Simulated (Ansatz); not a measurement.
Ga$_{2}$Se$_{3}$ (space group Cc)

Space group Cc (No. 9); a = 6.650 Å, b = 11.649 Å, c = 6.637 Å, α = γ = 90.00°, β = 108.84°

| atom | site | symmetry | x | y | z |
|---|---|---|---|---|---|
| Ga | 4a | 1 | 0.4697 | 0.7486 | 0.4950 |
| Ga | 4a | 1 | 0.4999 | 0.0857 | 0.4988 |
| Se | 4a | 1 | 0.3288 | 0.0779 | 0.1108 |
| Se | 4a | 1 | 0.3714 | 0.4177 | 0.1417 |
| Se | 4a | 1 | 0.3599 | 0.7371 | 0.1060 |
(The calculation used a cell of 10 atoms; values per cell refer to that cell.)

The volume is varied about the relaxed value V₀ at fixed cell shape. The atoms relax within the cell's symmetry.

Level of theory: PBEsol (plane waves to 420 eV, PAW, scalar-relativistic; Ansatz, an electronic-structure program). k mesh 6×6×6 (Γ-centred), Fermi-Dirac smearing 0.05 eV. The energy includes the smearing's −TS. Stress and pressure are positive under compression. Ga2Se3 was relaxed with its symmetry unable to fall. The zero of ΔE is the relaxed starting cell.

**Question.** Estimate the ΔE (meV/atom) and P (GPa) for V/V₀ = 0.900, 0.925, 0.950, 0.975, 1.050, 1.075.

**Answer.** 
| V/V₀ | ΔE (meV/atom) | P (GPa) |
|---|---|---|
| 0.900 | 32.7 | 4.85 |
| 0.925 | 17.3 | 3.31 |
| 0.950 | 7.2 | 2.01 |
| 0.975 | 1.7 | 0.92 |
| 1.050 | 5.8 | -1.44 |
| 1.075 | 12.3 | -2.00 |

(A scan under strain: stresses follow from slopes of the energy per volume, elastic moduli from its curvatures.)
